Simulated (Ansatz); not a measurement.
## Calculated with Ansatz: TlBiPt$_{2}$Au$_{6}$, settings compared

The input file (Ansatz 0.2.0, plane waves):

```yaml
crystal:
  lattice:
    - [0.0, 4.774756, 4.774756]
    - [4.774756, 0.0, 4.774756]
    - [4.774756, 4.774756, 0.0]
  atoms:
    - { symbol: Tl, position: [0.5, 0.5, 0.5] }
    - { symbol: Pt, position: [0.25, 0.25, 0.25] }
    - { symbol: Pt, position: [0.75, 0.75, 0.75] }
    - { symbol: Au, position: [0.77, 0.23, 0.23] }
    - { symbol: Au, position: [0.23, 0.77, 0.23] }
    - { symbol: Au, position: [0.23, 0.77, 0.77] }
    - { symbol: Au, position: [0.77, 0.23, 0.77] }
    - { symbol: Au, position: [0.23, 0.23, 0.77] }
    - { symbol: Au, position: [0.77, 0.77, 0.23] }
    - { symbol: Bi, position: [0.0, 0.0, 0.0] }
  symmetry: { tolerance: 0.0003 }
kpoints:
  mp_grid: { grid: [3, 3, 3], shift: [0, 0, 0] }
magnetization:
  spin_polarized: false
scf:
  occupations: { method: gaussian, width: 0.0205 }
hamiltonian:
  pseudopotentials: { kind: paw }
  xc: r2scan
basis:
  ecutwfc: 500
output:
  forces: true
  stress: true
  eigenvalues: true
  write_density: true
  write_potential: true
  elf: true
  volumetric_format: npy
```

Run with:

```bash
ansatz run input.yaml --threads 1 --pin off --max-ram 2560MiB --backend cpu --events-out ev --progress --plain --runs-dir out
```

Origin of the cell: a known structure type with other elements, at an estimated volume, so it need not be a known compound.

Output of this run (shortened):

```
Pseudopotentials: kind: paw
Pseudopotential: Tl, paw, valence charge 13, recommended cutoff 500 eV (meta_gga), Tl.paw.azcp
Pseudopotential: Pt, paw, valence charge 18, recommended cutoff 500 eV (meta_gga), Pt.paw.azcp
Pseudopotential: Au, paw, valence charge 19, recommended cutoff 500 eV (meta_gga), Au.paw.azcp
Pseudopotential: Bi, paw, valence charge 15, recommended cutoff 500 eV (meta_gga), Bi.paw.azcp
Functional definition: r2SCAN
  exchange = r2scan_x(k0 = k0, k1 = k1, a1 = a1)
  correlation = r2scan_c
Crystal: 10 atoms, lattice volume = 217.713 Å³
Basis set: ecut = 500 eV, 5577 PW (Γ), exchange–correlation on 200×200×200 points (64 copies of the dense FFT grid, shifted against one another)
Bands: 107, of which v1, the nominal top of the filled ones, is band 89 counted from 1 (88 counted from 0)
[… 15 lines left out …]
Initial density: superposition of atomic densities (neutral atoms: chi_scale 0, normalization atom), corrected by the library's trained network
Functional: x = r2scan, c = r2scan; τ floored in thin density (d = 2e-4 eV/Å³)
SCF iter   1: F=—  HF=-127902.132493 eV  Δρ=1.76e-2  dr2=9.35e-1  dr2_τ=2.63e-1  defer=5
SCF iter   2: F=—  HF=-127902.047177 eV  Δρ=6.06e-3  dr2=1.06e-1  dr2_τ=5.26e-2  defer=50
SCF iter   3: F=—  HF=-127902.046627 eV  Δρ=3.00e-3  dr2=1.75e-2  dr2_τ=3.27e-3  defer=50
SCF iter   4: F=—  HF=-127902.047408 eV  Δρ=1.38e-3  dr2=3.96e-3  dr2_τ=2.26e-4  defer=50
SCF iter   5: F=—  HF=-127902.047653 eV  Δρ=3.25e-4  dr2=2.64e-4  dr2_τ=7.42e-6  defer=50
SCF iter   6: F=—  HF=-127902.047714 eV  Δρ=6.76e-5  dr2=1.47e-5  dr2_τ=1.10e-6  defer=50
SCF iter   7: F=—  HF=-127902.047548 eV  Δρ=1.32e-5  dr2=4.78e-7  dr2_τ=4.94e-8  defer=50
SCF iter   8: F=-127902.047549 eV  HF=-127902.047549 eV  Δρ=4.01e-6  dr2=4.10e-8  dr2_τ=3.60e-9
SCF 1 converged in 8 iterations: F = -127902.047549 eV  dr2 = 4.10e-8
SCF converged after 8 iterations
Free energy (F): -127902.047549 eV
Harris-Foulkes:  -127902.047549 eV  (|F-HF|=5.97e-10)
Internal energy: -127902.047549 eV  (E = F + TS)
E sigma→0 (E₀):  -127902.047549 eV
Fermi energy:    15.080188 eV
--- Per-component energies (eV) ---
  E_band       = -2572.980998
  E_kinetic    = 5600.455127
  E_local      = -21139.719812  (includes V_loc(G=0)·N_el)
  E_nonlocal   = 1755.635385
  E_hartree    = 8649.658852
  E_xc         = -2172.048993
  E_vxc        = -2836.150034  (∫ρ·V_xc dr)
  E_paw        = -98244.943935  (= ΣΔE_a)
  E_vpaw       = -3446.071908  (= ΣTr[D̂ρ^β])
  E_aug_tail   = 0.004307  (compensation charges beyond the density's cutoff)
  E_vtau       = 193.526611  (kinetic-family band-sum trace: ∫τ·v_τ [+ j·A + Jᵃ·Aᵃ] dr)
  E_ewald      = -22351.482856
  E_core_change = 0.394377  (= ΣΔE_core)
  E_smearing   = -0.000000  (= −TS)
  Σ components = -127902.047549   (vs F -127902.047549, Δ=0.00e0)
--- Forces (eV/Å), atoms counted from 1 ---
  atom   1  Tl     0.000000     0.000000    -0.000000
  atom   2  Pt    -0.000000    -0.000000    -0.000000
[… 3 lines left out …]
  atom   6  Au   -10.527468    -0.000000     0.000000
  atom   7  Au    -0.000000   -10.527468     0.000000
  atom   8  Au    -0.000000    -0.000000    10.527468
  atom   9  Au     0.000000     0.000000   -10.527468
  atom  10  Bi     0.000000     0.000000     0.000000
  max |Σ_I F_I| component: 3.55e-15 eV/Å
--- Stress (GPa, compression-positive) ---
       35.847035       0.000000       0.000000
       -0.000000      35.847035      -0.000000
       -0.000000       0.000000      35.847035
  P = ⅓ Tr σ = 35.8470 GPa (358.470 kbar)
```

The same input was run again with these changes:

1. `accuracy` default → low; `scf.eigensolver.kind` default → davidson; `basis.precision` default → f64
2. `accuracy` default → low
3. `kpoints.mp_grid.grid` [3, 3, 3] → [2, 2, 2]; `basis.ecutwfc` 500 → "450 eV"
4. `scf.convergence.dr2_threshold` default → 1.0e-16; `scf.max_iter` default → 75

| run | end | SCF iterations | P (GPa) | max force component (eV/Å) | moment (μB) | ΔE(σ→0) (meV/atom) |
| --- | --- | --- | --- | --- | --- | --- |
| base | converged | 8 | 35.85 | 10.527 | – | 0 |
| 1 | converged | 8 | 35.85 | 10.527 | – | 0.00 |
| 2 | converged | 8 | 35.85 | 10.527 | – | 0.00 |
| 3 | converged | 8 | 34.87 | 10.410 | – | -29.00 |
| 4 | converged | 16 | 35.85 | 10.527 | – | 0.00 |

Energies are compared only where functional, datasets, charge and starting cell are the same.

Not properties of the system: run 3 (too coarse or loose: `kpoints.mp_grid.grid` = [2, 2, 2]).

Caveats of the base run: no moments, though an odd count or open d shells may carry them; no spin-orbit coupling, though heavy elements are present; the given cell is far from equilibrium, with atoms too close or a volume far off; the k mesh is coarse if the cell is a metal.

Run 3: the cutoff lies below the datasets' advice.

Time of the base run: 14 s on 1 thread of Intel(R) Xeon(R) Platinum 8375C CPU @ 2.90GHz (Ice Lake) (shared host), peak memory 1.1 GiB, from the program's own first density.
